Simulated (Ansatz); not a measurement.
BeTe:
```xyz
2
Lattice="0.0000 2.6799 2.6799 2.6799 0.0000 2.6799 2.6799 2.6799 0.0000" Properties=species:S:1:pos:R:3 pbc="T T T"
Te     0.0000     0.0000     0.0000
Be     2.6799     2.6799     2.6799
```

Relaxed with PBE. Special points in fractions of this cell's reciprocal vectors: Γ (0.000, 0.000, 0.000); X (0.500, 0.000, 0.500); U (0.625, 0.250, 0.625); K (0.375, 0.375, 0.750); L (0.500, 0.500, 0.500); W (0.500, 0.250, 0.750).

### Question
List the band energies nearest the Fermi level at these points for the program Ansatz at the PBE level (PAW).

### Answer
In eV from the Fermi level; about four levels below and three above (degenerate sets whole), none deeper than 8.9 eV; points with the same levels are listed once.

```tsv
k	below	above
Γ	-0.26 -0.26 -0.26	3.06 6.28 6.28 6.28
X	-6.04 -3.00 -3.00 -0.93	3.10 8.84 8.84
U	-5.44 -4.99 -2.35	0.56 5.84 6.22
L	-6.77 -0.25 -0.25	2.31 2.31 2.97
W	-4.89 -4.89 -4.17	3.36 3.46 7.42 7.42
```

Space group Fm-3m (rock salt). A made-up cell: these elements were put on the sites of a structure type; neither database checked (COD, Materials Project) lists it. COD files the formula under space group No. 216, so this cell is another polymorph or a model. Its standing as an ambient phase is unchecked. The PBE relaxation kept the symmetry of its start; whether a distortion lowers the energy is not shown. Scalar-relativistic: spin–orbit coupling is off unless named, which matters more the heavier the elements.

Potentials: the later of the program's two PAW sets.
